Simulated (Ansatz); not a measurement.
The end of the path is a generated cell of AlIr: the first start was made by placing the elements on the sites of a structure type, and the end was not matched to a known phase here, so it may be hypothetical.

A geometry of AlIr away from equilibrium: step 16 of the relaxation of a generated cell, AlIr placed in the AFLOW prototype AB_oP8_62_c_c (B29, as in SnS). Computed with PBEsol (plane waves to 420 eV, PAW, scalar-relativistic; Ansatz, a program for electronic structure). Γ-centred k-mesh 4×10×9 on the run's cell (coarser than for final values), Fermi–Dirac smearing 0.05 eV.

```
CELL_PARAMETERS angstrom
      9.66376     0.00000     0.00000
      0.00000     4.04154     0.00000
      0.00000     0.00000     2.81061
ATOMIC_POSITIONS crystal
  Al 0.58496 0.25000 0.49994
  Al 0.08496 0.25000 0.00006
  Al 0.41504 0.75000 0.50006
  Al 0.91504 0.75000 0.99994
  Ir 0.34601 0.25000 0.00004
  Ir 0.84601 0.25000 0.49996
  Ir 0.65399 0.75000 0.99996
  Ir 0.15399 0.75000 0.50004
```

Question: Which atoms carry the largest force, and which way does it point?

Answer: 0.01 eV/Å, on Al1, Al2, Al3, Al4 (atoms numbered as listed); on Al1 its components are (-0.01, 0.00, 0.00).

Question: What is the pressure?

Answer: +3.0 GPa, compression positive.

No spin polarisation in the result.

The run could not lower the symmetry of its start; a shaken copy of this end point relaxes with PBEsol to Pm-3m (No. 221), 0.32 eV/atom lower.
